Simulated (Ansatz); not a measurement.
Put Zn2As in Pn-3m (No. 224): Zn on 4b; As on 2a.

Computed with DFT PBE, scalar-relativistic, plane waves, PAW in Ansatz 0.2.0. Cutoff 420 eV, Γ-centred mesh, Gaussian smearing, no spin polarisation.

Formation energies are uncorrected and refer to the elements' standard structures at the same level.

Q: Give the relaxed lattice parameters and positions.

A:

Space group Pn-3m:1 (No. 224). a = 5.550 Å, b = 5.550 Å, c = 5.550 Å, α = 90.00°, β = 90.00°, γ = 90.00°
```json
{"atom": "Zn", "site": "4b", "symmetry": ".-3m", "x": "0.2500", "y": "0.2500", "z": "0.2500"}
{"atom": "As", "site": "2a", "symmetry": "-43m", "x": "0.0000", "y": "0.0000", "z": "0.0000"}
```

It has the cuprite type. Zn is surrounded by 2 As at 2.40 Å; As has 4 Zn at 2.40 Å.

Q: Where does its energy lie, and is it a metal?

A: The formation energy is +0.26 eV/atom and the gap on the 8×8×8 mesh of the 6-atom cell is 0 eV (a metal). The separate elements lie lower, so it is unstable against them.

The last run used Gaussian smearing of 0.10 eV. The reference form of As is held partly by dispersion forces, which this level lacks. Symmetry constrained the relaxation, so the result can be a saddle point.
